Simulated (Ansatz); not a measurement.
## A sublattice moved along a line in HfC

Method: DFT PBEsol, scalar-relativistic, plane waves, PAW (Ansatz 0.2.0). Cutoff 420 eV, Γ-centred 18×18×18 k-points, Gaussian smearing of 0.15 eV. Spin–orbit coupling is left out, which can shift energies with elements as heavy as these. No spin polarisation. Energies are free energies at this smearing, counted from the undisturbed cell; pressure is positive in compression.

Reference structure (as given, not relaxed at this level; it stands at -6.5 GPa):

```
CELL_PARAMETERS angstrom
0.00000 2.32500 2.32500
2.32500 0.00000 2.32500
2.32500 2.32500 0.00000
ATOMIC_POSITIONS crystal
Hf 0.50000 0.50000 0.50000
C 0.00000 0.00000 0.00000
```

Every C atom is moved by x along the Cartesian unit vector (0.000, 1.000, 0.000); the cell and all other atoms stay fixed. The cell is metallic on the mesh throughout.

```
  x (Å)  ΔE (meV/cell) force along x on the moved atoms (eV/Å) pressure (GPa)
-0.3000          393.8                                     3.17             2.3
-0.1500           84.3                                     1.15            -4.5
 0.0000            0.0                                     0.00            -6.5
 0.0375            5.3                                    -0.29            -6.4
 0.0750           21.3                                    -0.56            -6.0
 0.1125           47.4                                    -0.83            -5.4
 0.1875          134.6                                    -1.54            -3.3
 0.2250          201.1                                    -2.01            -1.8
 0.2625          286.6                                    -2.56             0.0
```

By symmetry 0.3000 repeats -0.3000, -0.2250 repeats 0.2250, 0.1500 repeats -0.1500, -0.0750 repeats 0.0750 in energy, with the opposite slope along the path.